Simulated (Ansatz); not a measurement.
PbS (rock salt)

```yaml
crystal:
  lattice:
    - [0.00000, 3.00452, 3.00452]
    - [3.00452, 0.00000, 3.00452]
    - [3.00452, 3.00452, 0.00000]
  atoms:
    - { symbol: S, position: [0.00000, 0.00000, 0.00000] }
    - { symbol: Pb, position: [0.50000, 0.50000, 0.50000] }
```

The slice is a {110} plane (indices of the conventional cell) through the point (0.000, 0.000, 0.000) (fractional), spanned by u = [100] and v = [1 -1 -1] in vectors of this cell: u (4.25 Å) and v (6.01 Å, at 90° to u). It covers one period; positions are fractions (u, v).

These are PBE (plane waves to 420 eV, PAW, scalar-relativistic; Ansatz, a first-principles code) values and carry that method's errors. k mesh 10×10×10. Inside the PAW spheres the values are not all-electron values, and peaks at nuclei hang on which shells count as valence. PbS was relaxed with its symmetry unable to fall. Spin-orbit coupling is left out, though Pb is heavy. The PAW data are Ansatz's earlier set.

Three fields on this plane, each scaled to ten steps between its own extremes (0 low, 9 high; the total valence density on a logarithmic scale, the potential cut 8 eV below its top; x marks points blanked near nuclei; v = 0 in the bottom row):

Map A
```
|xxxx8643223468xxx|
|xxxx8642222468xxx|
|xxx875321123578xx|
|99875421001245789|
|77654310000134567|
|66543210000123456|
|77654210000124567|
|99875321001235789|
|xxx974321123479xx|
|xxxx8642222468xxx|
|xxxx9643223469xxx|
|xxxxx74322347xxxx|
|xxxx9643223469xxx|
|xxxx8642222468xxx|
|xxx974321123479xx|
|99875321001235789|
|77654210000124567|
|66543210000123456|
|77654310000134567|
|99875421001245789|
|xxx875321123578xx|
|xxxx8642222468xxx|
|xxxx8643223468xxx|
|xxxxx75322357xxxx|
```

Map B
```
|xxxx9841001489xxx|
|xxxx9731001379xxx|
|xxx986200002689xx|
|99986310000136899|
|66543100000013456|
|22211000000001122|
|22221000000001222|
|44432100000012344|
|xxx532000000235xx|
|xxxx4310000134xxx|
|xxxx5310000135xxx|
|xxxxx31000013xxxx|
|xxxx5310000135xxx|
|xxxx4310000134xxx|
|xxx532000000235xx|
|44432100000012344|
|22221000000001222|
|22211000000001122|
|66543100000013456|
|99986310000136899|
|xxx986200002689xx|
|xxxx9731001379xxx|
|xxxx9841001489xxx|
|xxxxx84100148xxxx|
```

Map C
```
|xxxx2799999972xxx|
|xxxx5899999985xxx|
|xxx379999999973xx|
|02479999999999742|
|66789999999999876|
|56678999999998766|
|01357899999987531|
|00004689999864000|
|xxx005799997500xx|
|xxxx0268998620xxx|
|xxxx0168998610xxx|
|xxxxx05899850xxxx|
|xxxx0168998610xxx|
|xxxx0268998620xxx|
|xxx005799997500xx|
|00004689999864000|
|01357899999987531|
|56678999999998766|
|66789999999999876|
|02479999999999742|
|xxx379999999973xx|
|xxxx5899999985xxx|
|xxxx2799999972xxx|
|xxxxx79999997xxxx|
```

**Question.** Assign the maps to these fields: electron localisation function (ELF); valence electron density; electrostatic potential energy of an electron, from the cell's mean.

**Answer.** A is the valence electron density; B is the electron localisation function (ELF); C is the electrostatic potential energy of an electron, from the cell's mean.
